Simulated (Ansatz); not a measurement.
With DFT-PBE in the program Ansatz with PAW potentials, SiC in the orthorhombic phase (Pnma; Si on 4c, C on 4c) relaxes to a = 5.877 Å, b = 3.141 Å, c = 5.196 Å. Its formation energy from the elements is -0.016 eV/atom, with no fitted shifts.

The Kohn–Sham gap is 2.54 eV (indirect). The hole mass is 0.66, 1.5, 2.2 mₑ (principal values).

The start of the workflow was typed in or built on a structure type; neither database checked (COD, Materials Project) lists it. It is not the phase usual at ambient conditions (space group No. 186, 216). The cell was relaxed with PBE under the symmetry of its start; its stability against distortions is not shown here. The references are the lowest solids computed at this level, not always the standard phases.

Potentials: the later of the program's two PAW sets.
